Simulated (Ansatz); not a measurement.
# Computed properties of HfPt3

HfPt₃:
```
CELL_PARAMETERS angstrom
      5.63789     0.00000     0.00000
     -2.81894     4.88256     0.00000
      0.00000     0.00000     9.20358
ATOMIC_POSITIONS crystal
  Hf 0.00000 0.00000 0.00000
  Hf 0.00000 0.00000 0.50000
  Hf 0.33333 0.66667 0.25000
  Hf 0.66667 0.33333 0.75000
  Pt 0.50000 0.00000 0.00000
  Pt 0.50000 0.50000 0.50000
  Pt 0.00000 0.50000 0.00000
  Pt 0.50000 0.00000 0.50000
  Pt 0.50000 0.50000 0.00000
  Pt 0.00000 0.50000 0.50000
  Pt 0.83027 0.66054 0.25000
  Pt 0.16973 0.33946 0.75000
  Pt 0.16973 0.83027 0.75000
  Pt 0.83027 0.16973 0.25000
  Pt 0.33946 0.16973 0.25000
  Pt 0.66054 0.83027 0.75000
```

Space group P6_3/mmc (No. 194); conventional cell a = 5.638 Å, b = 5.638 Å, c = 9.204 Å, α = 90.00°, β = 90.00°, γ = 120.00°.

Method: PBEsol in the plane-wave PAW code Ansatz. Geometry: relaxed at this level of theory. Other levels are named where they apply.

### Cell and energy

```json
{
 "volume_per_atom": "15.83 Å³",
 "density": "20.02 g/cm³",
 "Formation energy from the elements (no fitted shifts)": "-1.10 eV/atom"
}
```

### Electronic structure

```json
{
 "electronic_character": "metallic (no gap)",
 "Density of states at the Fermi level": "0.08 states/eV per atom (mean over ±0.08 eV)"
}
```

### Mechanics

```json
{
  "Bulk modulus (Birch–Murnaghan fit)": "257 GPa",
  "Pressure derivative B′": "4.9",
  "Elastic constants (relaxed ions, GPa)": "C11 = 426, C12 = 180, C13 = 165, C33 = 442, C44 = 103",
  "mechanical_stability": "stable (all eigenvalues of C positive)",
  "hill_bulk_and_shear_moduli": "257 and 117 GPa",
  "Young's modulus": "305 GPa",
  "Poisson's ratio": "0.30",
  "debye_temperature_from_the_elastic_constants": "320 K"
}
```

The first step of the workflow began from a Materials Project structure, measured or hypothetical; the Crystallography Open Database files this formula in space group No. 194, but the cells were not matched. Whether it is the stable phase at ambient conditions was not checked. The PBEsol relaxation kept the symmetry of its start; its stability against distortions is not shown here. No spin polarisation was allowed. As this level gives no gap, shear constants depend on the k-mesh and smearing (Fermi–Dirac, 0.1 eV here). Axis ratios of metals converge slowly with the k-mesh, so a and c are less sure than the volume. The references are the lowest solids computed at this level, not always the standard phases. Spin–orbit coupling is left out wherever it is not named.

Potentials: the later of the program's two PAW sets.
